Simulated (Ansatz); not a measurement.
Relaxation of a generated trial cell of LiNbO3 in the 2H-BaNiO3 structure type; 10 atoms in the cell, which starts as P6₃/mmc (No. 194), hP10; a = b = 5.8515 Å, c = 4.9992 Å, α = β = 90.00°, γ = 120.00°. Method: PBE (plane waves to 420 eV, PAW, scalar-relativistic; Ansatz, a first-principles code). Γ-centred k-mesh 5×5×5 on the run's cell (coarser than for final values), Fermi–Dirac smearing 0.05 eV. This is the first round of the run. 

The optimiser's lines from the output (shortened; P is positive under compression):

```
relax step   1: F+E_penalty+E_count = -12922.36438379 eV  Δ(F+E_penalty+E_count) = +0.000e0 eV  max|allowed force component| = 2.096e0 eV/Å  Δτ_max = 0.0000 Å  P = +17.174 GPa  Ω = 148.240 Å³  (8 SCF iters, dr2 threshold 1.00e-7 eV, accepted)
relax step   2: F+E_penalty+E_count = -12923.59522991 eV  Δ(F+E_penalty+E_count) = -1.231e0 eV  max|allowed force component| = 4.916e-1 eV/Å  Δτ_max = 0.0223 Å  P = +3.656 GPa  Ω = 153.849 Å³  (7 SCF iters, dr2 threshold 1.00e-6 eV, accepted)
relax step   3: F+E_penalty+E_count = -12923.86387928 eV  Δ(F+E_penalty+E_count) = -2.686e-1 eV  max|allowed force component| = 1.406e-1 eV/Å  Δτ_max = 0.0524 Å  P = +0.813 GPa  Ω = 145.675 Å³  (6 SCF iters, dr2 threshold 1.00e-6 eV, accepted)
relax step   4: F+E_penalty+E_count = -12923.87708184 eV  Δ(F+E_penalty+E_count) = -1.320e-2 eV  max|allowed force component| = 1.423e-2 eV/Å  Δτ_max = 0.0160 Å  P = +0.220 GPa  Ω = 143.374 Å³  (6 SCF iters, dr2 threshold 1.00e-6 eV, accepted)
relax step   5: F+E_penalty+E_count = -12923.87634510 eV  Δ(F+E_penalty+E_count) = +7.367e-4 eV  max|allowed force component| = 7.261e-3 eV/Å  Δτ_max = 0.0024 Å  P = +0.034 GPa  Ω = 143.929 Å³  (5 SCF iters, dr2 threshold 1.90e-7 eV, accepted)
relax step   6: F+E_penalty+E_count = -12923.87629819 eV  Δ(F+E_penalty+E_count) = +4.691e-5 eV  max|allowed force component| = 1.135e-2 eV/Å  Δτ_max = 0.0005 Å  P = -0.035 GPa  Ω = 143.950 Å³  (5 SCF iters, dr2 threshold 3.43e-9 eV, rejected (line search))
relax step   7: F+E_penalty+E_count = -12923.87631510 eV  Δ(F+E_penalty+E_count) = +3.000e-5 eV  max|allowed force component| = 9.598e-6 eV/Å  Δτ_max = 0.0002 Å  P = -0.000 GPa  Ω = 143.949 Å³  (6 SCF iters, accepted)
relax step   8: F+E_penalty+E_count = -12923.89305632 eV  Δ(F+E_penalty+E_count) = -1.674e-2 eV  max|allowed force component| = 1.929e-3 eV/Å  Δτ_max = 0.0000 Å  P = +0.147 GPa  Ω = 143.949 Å³  stress off target by 6.45e-1 GPa  SCF on the basis re-selected at this cell (its energy is not comparable with the rows above)  (7 SCF iters)
relax step   9: F+E_penalty+E_count = -12923.89421964 eV  Δ(F+E_penalty+E_count) = -1.163e-3 eV  max|allowed force component| = 6.113e-4 eV/Å  Δτ_max = 0.0015 Å  P = +0.010 GPa  Ω = 143.680 Å³  (4 SCF iters, dr2 threshold 1.00e-6 eV, accepted)
relax step  10: F+E_penalty+E_count = -12923.89361907 eV  Δ(F+E_penalty+E_count) = +6.006e-4 eV  max|allowed force component| = 6.286e-4 eV/Å  Δτ_max = 0.0000 Å  P = +0.003 GPa  Ω = 143.680 Å³  stress off target by 7.54e-3 GPa  SCF on the basis re-selected at this cell (its energy is not comparable with the rows above)  (7 SCF iters)
```

From the first to the last row the energy changes by -0.15 eV/atom and the volume by -3.1 %. The last row is marked as not comparable with the walk above it, whose basis was carried along; it does compare with step 1, since both stand on a basis selected at the nominal cutoff for their own cell.

Step 6 was rejected by the optimiser.

Later rounds, restarted from the end of this one on a renewed k-mesh, logged 2 more steps and released under 1 meV/atom more. The final structure after all rounds: P6₃/mmc (No. 194), hP10; a = b = 5.5409 Å, c = 5.4038 Å, α = β = 90.00°, γ = 120.00°. Between re-selections the logged energies stand on a plane-wave basis carried along with the cell. No spin polarisation in the result.

The run could not lower the symmetry of its start; a shaken copy of this end point relaxes with PBE to Cmcm (No. 63), 541 meV/atom lower.

The relaxed structure here is a generated cell of LiNbO3: the first start was made by placing the elements on the sites of a structure type, and the end was not matched to a known phase here, so it may be hypothetical. Known forms of LiNbO3 include space group No. 161.
